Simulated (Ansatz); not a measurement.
Ansatz (a program for electronic structure) input:

Ansatz 0.2 input:
```yaml
crystal:
  lattice:
    - [0.0, 1.7894837602, 1.7894837602]
    - [1.7894837602, 0.0, 1.7894837602]
    - [1.7894837602, 1.7894837602, 0.0]
  atoms:
    - { symbol: Cu, position: [0.0, 0.0, 0.0] }
kpoints:
  mp_grid: { grid: [41, 41, 41] }
hamiltonian:
  xc: r2scan
  pseudopotentials: { azcp: { folder: ./paw }, kind: paw }
scf:
  occupations: { method: fermi_dirac, width: 0.1 }
elastic: { mode: relaxed_ion, stencil: two_point, amplitude: 0.005, f_tol: 0.0005 }
```

Output (shortened):

```
Pseudopotential: Cu, paw, valence charge 19
Functional definition: r2SCAN
Crystal: 1 atoms, lattice volume = 11.461 Å³
Basis set: ecut = 500 eV, 283 PW (Γ), exchange–correlation on 80×80×80 points (64 copies of the dense FFT grid, shifted against one another)
Bands: 14, of which v1, the nominal top of the filled ones, is band 10 counted from 1 (9 counted from 0)
Symmetry: 48 space group operations
Space group: Fm-3m (ITA 225), of the structure as read, at distance tolerance 2.3e-5 Å
k-points: 1771 of 68921
the search or the solves at the SCF's close seem to have found levels that the self-consistency loop had missed (the run counts 1) …
SCF 1 converged in 11 iterations: F = -6631.257912 eV  dr2 = 1.66e-15
Crystal: 1 atoms, lattice volume = 11.461 Å³
SCF 2 converged in 2 iterations: F = -6631.257912 eV  dr2 = 9.08e-15
Crystal: 1 atoms, lattice volume = 11.403 Å³
Symmetry: 16 space group operations
k-points: 4851 of 68921
SCF 3 converged in 11 iterations: F = -6631.257725 eV  dr2 = 7.90e-16
Crystal: 1 atoms, lattice volume = 11.518 Å³
SCF 4 converged in 9 iterations: F = -6631.257738 eV  dr2 = 9.20e-15
Crystal: 1 atoms, lattice volume = 11.461 Å³
Symmetry: 8 space group operations
k-points: 9261 of 68921
SCF 5 converged in 8 iterations: F = -6631.257830 eV  dr2 = 6.88e-14
Crystal: 1 atoms, lattice volume = 11.461 Å³
SCF 6 converged in 8 iterations: F = -6631.257830 eV  dr2 = 1.56e-14
SCF converged after 2 iterations
Free energy (F): -6631.257912 eV
Harris-Foulkes:  -6631.257912 eV  (|F-HF|=1.82e-12)
Internal energy: -6631.248557 eV  (E = F + TS)
E sigma→0 (E₀):  -6631.253234 eV
Entropy (-TS):   -0.009355 eV (-9.355 meV/atom)
Fermi energy:    16.806865 eV
--- Per-component energies (eV) ---
  E_band       = -383.643472
  E_kinetic    = 261.002492
  E_local      = -4460.877732  (includes V_loc(G=0)·N_el)
  E_nonlocal   = 898.026457
  E_hartree    = 1895.347422
  E_xc         = -62.726169
  E_vxc        = -91.478681  (∫ρ·V_xc dr)
  E_paw        = -1832.078472  (= ΣΔE_a)
  E_vpaw       = -786.893044  (= ΣTr[D̂ρ^β])
  E_aug_tail   = 0.000423  (compensation charges beyond the density's cutoff)
  E_vtau       = 5.881762  (kinetic-family band-sum trace: ∫τ·v_τ [+ j·A + Jᵃ·Aᵃ] dr)
  E_ewald      = -3329.641871
  E_core_change = -0.301107  (= ΣΔE_core)
  E_smearing   = -0.009355  (= −TS)
  E_closure    = 0.000000  (closes the sum)
  Σ components = -6631.257912   (vs F -6631.257912, Δ=0.00e0)
--- Forces (eV/Å), atoms counted from 1 ---
  atom   1  Cu     0.00000000     0.00000000     0.00000000
  max |Σ_I F_I| component: 0.0 eV/Å
--- Stress (GPa, compression-positive) ---
        0.012846       0.000000       0.000000
        0.000000       0.012846       0.000000
        0.000000       0.000000       0.012846
  P = ⅓ Tr σ = 0.0128 GPa (0.128 kbar)
--- Band table (eV; the first three rows and the last of 1771) ---
  k-point 0: bands = ["-99.7310", "-55.4843", "-55.4843", "-55.4843", "6.8157", "13.5750", "13.5750", "13.5750", "14.4370", "14.4370", "40.4246", "43.5608", "43.5608", "43.5608"]
  k-point 1: bands = ["-99.7309", "-55.4850", "-55.4844", "-55.4844", "6.8388", "13.5698", "13.5796", "13.5796", "14.4351", "14.4351", "40.3335", "43.0609", "43.4688", "43.4688"]
  k-point 2: bands = ["-99.7306", "-55.4872", "-55.4847", "-55.4847", "6.9080", "13.5544", "13.5929", "13.5929", "14.4297", "14.4297", "39.9788", "42.2335", "43.2361", "43.2361"]
  k-point 1770: bands = ["-99.7071", "-55.5682", "-55.5653", "-55.5319", "12.3242", "12.9562", "13.0484", "14.3931", "15.2216", "23.0525", "23.5436", "25.5898", "26.4621", "46.1884"]
--- Elastic constants: 2 strain directions × 2 members + reference (group order 48) ---
  dense FFT box of the reference and of every strained cell: 20×20×20
  strains applied: 11, 23; error gains: componentwise 1.00 (the most a stress slope's error grows in a printed constant), spectral 1.73 (1 for all six strains …
  C = ∂σ_k/∂η_j (tension-positive GPa; Voigt order 11 22 33 23 13 12):
       201.518    143.709    143.709      0.000      0.000      0.000
       143.709    201.518    143.709      0.000      0.000      0.000
       143.709    143.709    201.518      0.000      0.000      0.000
         0.000      0.000      0.000     91.407      0.000      0.000
         0.000      0.000      0.000      0.000     91.407      0.000
         0.000      0.000      0.000      0.000      0.000     91.407
  reference stress σ⁰ (GPa):     -0.013     -0.013     -0.013      0.000      0.000      0.000
  moduli (Voigt/Reuss/Hill, GPa): K = 162.98/162.98/162.98   G = 66.41/49.01/57.71   E = 154.85   ν = 0.342
  mechanically stable: yes (min eigenvalue of sym C = 57.81 GPa)
  strain η (Voigt 11):  stress-route row diagonal C_11 = 201.52 GPa, energy-path curvature d²(F+E_count+ΔE)/dδ²/Ω₀ = 201.60 GPa
         δ    σ_11 (GPa)             F (eV)   n_scf  n_hpsi   n_pw
    -5.000e-3      -1.0327       -6631.2577253      11  1492108    303   relax 0 steps, max|allowed force component| 0.00e0 eV/Å
     5.000e-3       0.9825       -6631.2577377       9  1454680    306   relax 0 steps, max|allowed force component| 0.00e0 eV/Å
  strain η (Voigt 23):  stress-route row diagonal C_44 = 91.41 GPa, energy-path curvature d²(F+E_count+ΔE)/dδ²/Ω₀ = 91.46 GPa
         δ    σ_23 (GPa)             F (eV)   n_scf  n_hpsi   n_pw
    -5.000e-3      -0.4570       -6631.2578300       8  2456935    304   relax 0 steps, max|allowed force component| 0.00e0 eV/Å
     5.000e-3       0.4570       -6631.2578300       8  2371939    304   relax 0 steps, max|allowed force component| 0.00e0 eV/Å
```

Cost: roughly 12 core-minutes on shared cores.

The r²SCAN relaxation kept the symmetry of its start. No spin polarisation was allowed. As this level gives no gap, shear constants depend on the k-mesh and smearing (Fermi–Dirac, 0.1 eV here).

Potentials: the earlier of the program's two PAW sets.

Ansatz is a plane-wave DFT program.
